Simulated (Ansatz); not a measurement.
All numbers below come from DFT PBE, scalar-relativistic, plane waves, PAW in Ansatz. The final run on the 12-atom cell used 420 eV, a Γ-centred 12×12×2 mesh, 0.10 eV smearing and collinear spin.

Formation energies are uncorrected and refer to the elements' standard structures at the same level.

Question: Propose a candidate for a trigonal metal made of Mo, Se and V, with a formation energy near −0.64 eV/atom, a density near 5.4 g/cm³ and a net moment near 0.2 μB per atom, in a cell of 12 atoms. Its symmetry should be P-3m1 (No. 164).

Answer: V3MoSe8, space group P-3m1 (No. 164). Around V on a site of symmetry 3m lie 6 Se at 2.49 Å; V on a site of symmetry -3m is surrounded by 6 Se at 2.49 Å; around Mo lie 6 Se at 2.56 Å; around Se on its first site lie 3 V at 2.49 Å; 3 more sites not described.

```
V Mo Se
1.0
     3.33467    0.00000    0.00000
    -1.66734    2.88791    0.00000
     0.00000    0.00000   28.26203
V Mo Se
3 1 8
Direct
  0.00000 0.00000 0.75109
  0.00000 0.00000 0.00000
  0.00000 0.00000 0.24891
  0.00000 0.00000 0.50000
  0.33333 0.66667 0.80695
  0.33333 0.66667 0.05588
  0.33333 0.66667 0.30480
  0.33333 0.66667 0.55996
  0.66667 0.33333 0.94412
  0.66667 0.33333 0.19304
  0.66667 0.33333 0.44004
  0.66667 0.33333 0.69520
```

The volume per atom is 22.7 Å³, the density is 5.4 g/cm³ and the energy over the elements is −0.64 eV/atom. The gap on the 12×12×2 mesh of the 12-atom cell is 0 eV (a metal). The net moment per atom is 0.16 μB. The moment by site is V 0.6 (×3) μB.

It was reached by relaxing an invented guess, and it needn't be the stable form of this composition. Other answers may fit too; this one was computed.

No dispersion correction is applied, so the spacing and binding between layers, chains or molecules are poorly described. No Hubbard U is applied to the 3d shell of V. The reference form of Se is held partly by dispersion forces, which this level lacks. The magnetic state reached may not be the lowest. A structure relaxed within its symmetry needn't be a true minimum. Site moments count only spheres around the atoms; the net moment includes the space between them.
